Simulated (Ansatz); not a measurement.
RbH:
```xyz
2
Lattice="0.0000 2.8932 2.8932 2.8932 0.0000 2.8932 2.8932 2.8932 0.0000" Properties=species:S:1:pos:R:3 pbc="T T T"
Rb     2.8932     2.8932     2.8932
H      0.0000     0.0000     0.0000
```

x, y and z are the axes in which the lattice vectors are written.

Task: Give the high-frequency dielectric tensor and the Born effective charge tensors of the independent atoms from DFPT, LDA in the plane-wave PAW code Ansatz.

Result: 
ε∞:
```
3.14  0.00  0.00
0.00  3.14  0.00
0.00  0.00  3.14
```
Z* of atom 1 (Rb), rows: field, columns: displacement, in e:
```
1.03  0.00  0.00
0.00  1.03  0.00
0.00  0.00  1.03
```
Z* of atom 2 (H), rows: field, columns: displacement, in e:
```
-1.03   0.00   0.00
 0.00  -1.03   0.00
 0.00   0.00  -1.03
```

Space group Fm-3m (rock salt). The workflow started from a Materials Project entry (that database holds measured and hypothetical structures alike); the Crystallography Open Database files this formula in space group No. 225, but the cells were not matched. Its standing as an ambient phase is unchecked. Symmetry was held in the LDA relaxation; whether a distortion lowers the energy is not shown. Spin–orbit coupling is left out wherever it is not named.

Potentials: the later of the program's two PAW sets.
